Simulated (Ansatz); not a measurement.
Here is the system:

LiAu3:
```xyz
4
Lattice="3.9855 0.0000 0.0000 0.0000 3.9855 0.0000 0.0000 0.0000 3.9855" Properties=species:S:1:pos:R:3 pbc="T T T"
Au     0.0000     1.9928     1.9928
Au     1.9928     0.0000     1.9928
Au     1.9928     1.9928     0.0000
Li     0.0000     0.0000     0.0000
```

This is the PBEsol-relaxed structure.

Task: All from the program Ansatz at the PBEsol level (PAW), unless another level is named. Predict the formation energy from the elements (no fitted shifts).

Result: -0.36 eV/atom.

Task: What about the density of states at the Fermi level?

Result: 0.28 states/eV per atom (mean over ±0.08 eV).

Task: What about the gap with spin–orbit coupling?

Result: none (metallic).

Space group Pm-3m (Cu3Au type). The workflow started from an entry of the Crystallography Open Database (COD). Its standing as an ambient phase is unchecked. The PBEsol relaxation kept the symmetry of its start; its stability against distortions is not shown here. The references are the lowest solids computed at this level, not always the standard phases. Scalar-relativistic: spin–orbit coupling is off unless named, which matters more the heavier the elements.

Potentials: the later of the program's two PAW sets.
